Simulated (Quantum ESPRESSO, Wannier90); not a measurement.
## ZrN (rock salt): Wannier90 run

```
begin unit_cell_cart
ang
    0.0000000000    2.2942650000    2.2942650000
    2.2942650000    0.0000000000    2.2942650000
    2.2942650000    2.2942650000    0.0000000000
end unit_cell_cart
begin atoms_frac
Zr   0.5000000000  0.5000000000  0.5000000000
N    0.0000000000  0.0000000000  0.0000000000
end atoms_frac
```

Cell from Materials Project (mp-1352), symmetrised, no further relaxation. COD (Crystallography Open Database) has an entry of this formula and space group (matched by these alone). Method: PBEsol plane waves in Quantum ESPRESSO 7.5 (PseudoDojo norm-conserving files, 68 Ry, no spin polarisation, no spin-orbit coupling), Bloch states on a 12×12×12 mesh through Γ, Wannier90 4.0.1. Density: 12×12×12 mesh, cold smearing 0.01 Ry.

A tight-binding model is made by disentanglement and projection with no localisation steps (num_iter = 0), so the 8 orbitals stay atom-like: hydrogen-like Zr: d; N: p, axes along x, y, z; frozen window up to 1.50 eV relative to the Fermi level. It follows pw.x to 1.9 meV rms for states up to 1.0 eV relative to the Fermi level. Matrix elements depend on this choice of orbitals and windows.

Question: What are the on-site energies relative to the Fermi level, and how fast do the hoppings decay?

Answer: 
```
atom     orbitals  energy (eV)
----  -----------  -----------
Zr1    dz2 dx2-y2         3.82
Zr1   dxz dyz dxy         1.17
N2       pz px py        -2.96
```

```tsv
distance of the centres (Å)	largest modulus (eV)
2–3	2.3
3–4	0.86
4–5	0.11
5–6	0.062
6–7	0.073
7–8	0.021
8–9	0.011
9–10	0.012
10–11	0.0073
11–12	0.0026
12–13	0.0016
```
